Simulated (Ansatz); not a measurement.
Crystals of one structure type (zinc blende) and one family of elements, relaxed and computed with r²SCAN in the plane-wave PAW code Ansatz.

```csv
crystal,V (Å³/atom),"highest Γ mode, no LO–TO term (cm⁻¹)"
BN,5.87,1042
GaN,11.38,545
BP,11.67,819
GaP,20.25,?
GaAs,22.73,265
InP,25.77,296
GaSb,28.83,223
```

Task: Fit a straight line to ln ω against ln V and predict the withheld value.

Result: Least squares on the 6 shown rows: ln ω = -0.99 × ln V + (8.811), with a scatter of 17 %. For GaP this gives 341. The run itself gave 360, within the scatter.

All cells were relaxed under the symmetry of their starts (and spin orders); stability against distortions was not tested throughout. Scalar-relativistic: spin–orbit coupling is off unless named, which matters more the heavier the elements.

Potentials: the earlier of the program's two PAW sets.
